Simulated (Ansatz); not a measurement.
# Property card for CdTe

CdTe:
```
CdTe
1.0
    4.56995     0.00000     0.00000
   -2.28497     3.95769     0.00000
    0.00000     0.00000    10.42060
Cd Te
3 3
Direct
  0.00000   0.49949   0.66667
  0.50051   0.50051   0.00000
  0.49949   0.00000   0.33333
  0.00000   0.49979   0.16667
  0.50021   0.50021   0.50000
  0.49979   0.00000   0.83333
```

Space group P6_422 (No. 181); conventional cell a = b = 4.570 Å, c = 10.421 Å, α = β = 90.00°, γ = 120.00°.

Method: the program Ansatz at the HSE06 level (PAW). Structure relaxed to zero pressure with the same functional. Other levels are named where they apply.

### Cell and energy

Volume per atom: 31.41 Å³
Density: 6.34 g/cm³

### Electronic structure

- Band gap: 0.86 eV (indirect)
- Valence-band maximum: at A
- Conduction-band minimum: at Γ
- Smallest direct gap on the standard path: 0.94 eV
- Gap with spin–orbit coupling: 0.76 eV (at the special points and the edges found without it)

### Charges

- Bader charges: Cd +0.65, Te -0.65 e

The first step of the workflow began from a Materials Project structure, measured or hypothetical; the Crystallography Open Database copy checked does not list it. It is not the phase usual at ambient conditions (space group No. 216). Symmetry was held in the HSE06 relaxation; its stability against distortions is not shown here. The hybrid was solved on a coarse mesh, the path and, where they were found, the r²SCAN edge points; its band edges are the extreme levels among these. Point labels and valley counts follow the cell and symmetry of the run, lower than the named group. Spin–orbit coupling is left out wherever it is not named.

Potentials: the earlier of the program's two PAW sets. The files were generated under PBE; for other functionals the program regenerates the frozen cores, and for LDA and PBEsol the local potential too.
